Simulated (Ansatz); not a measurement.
CdSe:
```cif
data_Cd4Se4
_chemical_formula_sum 'Se4 Cd4'
_space_group_name_H-M_alt 'F-43m'
_space_group_IT_number 216
_space_group_name_Hall 'F -4 2 3'
_cell_length_a 6.19625
_cell_length_b 6.19625
_cell_length_c 6.19625
_cell_angle_alpha 90.000
_cell_angle_beta 90.000
_cell_angle_gamma 90.000
loop_
_atom_site_label
_atom_site_type_symbol
_atom_site_symmetry_multiplicity
_atom_site_Wyckoff_symbol
_atom_site_fract_x
_atom_site_fract_y
_atom_site_fract_z
_atom_site_occupancy
Se1 Se 4 c 0.25000 0.25000 0.25000 1
Cd1 Cd 4 a 0.00000 0.00000 0.00000 1
```
(The calculation used a cell of 2 atoms; values per cell refer to that cell.)

Relaxed with PBE.

Task: Decompose the optical modes at the zone centre into irreducible representations, and say which are infrared and Raman allowed.

Result: Point group -43m: Γ_opt = T2. Infrared: T2. Raman: T2.

Task: Assign frequencies (DFPT, PBE in the plane-wave PAW code Ansatz; without the LO–TO term).

Result: T2 154 cm⁻¹.

The cell was relaxed with PBE under the symmetry of its start; phonons on a q-mesh show no instability.

Potentials: the later of the program's two PAW sets.
